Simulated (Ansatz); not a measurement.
**Question.** Volume from LDA minus that from r²SCAN (% of the latter), each on its own relaxed cell (Ansatz, an electronic-structure program, plane waves, PAW; no spin–orbit coupling, no Hubbard U), over 20 phases of the class «nitrides»: what sign and size do you expect?

**Answer.** Mean -3.4 %, median -3.1 %, mean absolute 3.4 %; eight in ten lie between -5.1 and -1.9 %, and 0 % are above zero.

Some cases that may be named, with their rank among the 20 from the lowest: BN, R3m (B on 3a, N on 3a) -6.8 % (rank 1); Sr3BiN, anti-perovskite -6.5 % (rank 2); TaN, P-6m2 (Ta on 1b, N on 1e) -3.1 % (rank 10); TaN, P-62m (Ta on 1a, Ta on 2d, N on 3f) -3.1 % (rank 11); AlN, P6_3/mmc (Al on 2d, N on 2c) -1.8 % (rank 19); Si3N4, P6_3/m (Si on 6h, N on 2c, N on 6h) -1.3 % (rank 20).

The phases are those computed here (of each formula those with measured values and the lowest at some level), not a balanced benchmark, and neither functional is the truth. Pairs that end in unlike spin orders or unlike minima (c/a over 6 % apart, 30 % for weakly bound crystals), magnets with 4f shells, solids of gases and phases set aside for tests are left out.

1 are weakly bound layers, chains or molecules.

Built on a structure type that need not be the filed one of that space group: BN, R3m (B on 3a, N on 3a). Not the usual ambient phase: BN, R3m (B on 3a, N on 3a); TaN, P-6m2 (Ta on 1b, N on 1e); AlN, P6_3/mmc (Al on 2d, N on 2c). Standing as an ambient phase not checked: Sr3BiN, anti-perovskite. Weakly bound layers, chains or molecules computed without a dispersion correction, so cells and soft constants are ill determined: BN, R3m (B on 3a, N on 3a) with LDA. All cells were relaxed under the symmetry of their starts (and spin orders); stability against distortions was not tested throughout. Named crystals with no word on spin ran without spin polarisation. Scalar-relativistic: spin–orbit coupling is off unless named, which matters more the heavier the elements.

Potentials: the later of the program's two PAW sets.

Ansatz is a plane-wave DFT program.
